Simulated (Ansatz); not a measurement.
Ga₂BiAs:
Space group R3m, hexagonal axes (No. 160); a = 4.2494 Å, b = 4.2494 Å, c = 20.9102 Å, α = 90.00°, β = 90.00°, γ = 120.00°

| atom | site | symmetry | x | y | z |
|---|---|---|---|---|---|
| Ga | 3a | 3m | 0.0000 | 0.0000 | 0.8825 |
| Ga | 3a | 3m | 0.0000 | 0.0000 | 0.3682 |
| Bi | 3a | 3m | 0.0000 | 0.0000 | 0.4994 |
| As | 3a | 3m | 0.0000 | 0.0000 | 0.9999 |
(The calculation used a cell of 4 atoms; values per cell refer to that cell.)

Relaxed with r²SCAN.

Question: Which orbitals make up the states near the Fermi level in r²SCAN (plane waves, PAW; program Ansatz)?

Answer: Within 0.5 eV of the Fermi level: Bi 6p 38 %, Ga 4p 25 %, As 4p 14 %, Ga 4s 14 %, As 4s 5 %. Projections are on Löwdin-orthogonalised atomic valence shells; empty p or d shells of many metals are not among them.

Question: Tabulate the density of states.

Answer: States/eV per cell of 4 atoms, in 0.25 eV bins, energy from the Fermi level.

```
E (eV)  total  Ga 4p  As 4p  Bi 6p
------  -----  -----  -----  -----
-7.85    0.00   0.00   0.00   0.00
-7.60    0.00   0.00   0.00   0.00
-7.35    0.30   0.01   0.09   0.03
-7.10    3.42   0.11   1.00   0.39
-6.85    2.79   0.21   0.64   0.51
-6.60    2.45   0.18   0.43   0.57
-6.35    1.47   0.11   0.29   0.31
-6.10    1.07   0.08   0.23   0.21
-5.85    0.84   0.07   0.19   0.15
-5.60    0.69   0.06   0.17   0.11
-5.35    0.58   0.05   0.15   0.09
-5.10    0.48   0.04   0.14   0.06
-4.85    0.39   0.04   0.11   0.05
-4.60    0.35   0.04   0.11   0.04
-4.35    0.57   0.14   0.25   0.04
-4.10    1.41   0.48   0.61   0.18
-3.85    2.20   0.78   0.80   0.46
-3.60    2.60   0.91   0.84   0.66
-3.35    2.57   0.88   0.94   0.57
-3.10    3.39   1.17   1.34   0.70
-2.85    3.68   1.27   1.48   0.75
-2.60    2.28   0.74   0.84   0.55
-2.35    2.09   0.66   0.70   0.60
-2.10    2.69   0.86   0.76   0.96
-1.85    2.38   0.76   0.55   0.98
-1.60    2.18   0.69   0.39   1.01
-1.35    1.75   0.54   0.31   0.83
-1.10    1.17   0.35   0.20   0.58
-0.85    0.87   0.25   0.13   0.45
-0.60    0.66   0.18   0.09   0.36
-0.35    0.48   0.13   0.04   0.28
-0.10    0.24   0.06   0.02   0.12
0.15     0.23   0.05   0.04   0.05
0.40     0.38   0.09   0.08   0.03
0.65     0.65   0.15   0.15   0.04
0.90     0.92   0.22   0.24   0.06
1.15     1.73   0.49   0.42   0.12
1.40     2.36   0.69   0.51   0.23
1.65     2.42   0.74   0.42   0.32
1.90     2.65   0.89   0.35   0.41
2.15     2.61   0.93   0.28   0.46
2.40     1.88   0.66   0.20   0.34
2.65     1.66   0.64   0.17   0.26
2.90     2.15   0.96   0.22   0.29
3.15     1.82   0.91   0.22   0.20
3.40     1.68   0.88   0.23   0.18
3.65     2.65   1.44   0.33   0.33
3.90     3.40   1.79   0.37   0.48
4.15     2.82   1.46   0.31   0.43
4.40     2.84   1.46   0.34   0.40
4.65     3.02   1.47   0.38   0.40
```

The workflow started from a Materials Project entry (that database holds measured and hypothetical structures alike); the Crystallography Open Database copy checked does not list it. Whether it is the stable phase at ambient conditions was not checked. The r²SCAN relaxation kept the symmetry of its start; whether a distortion lowers the energy is not shown. A small band overlap can be real or an error of a semilocal functional. Spin–orbit coupling is left out wherever it is not named.

Potentials: the later of the program's two PAW sets.
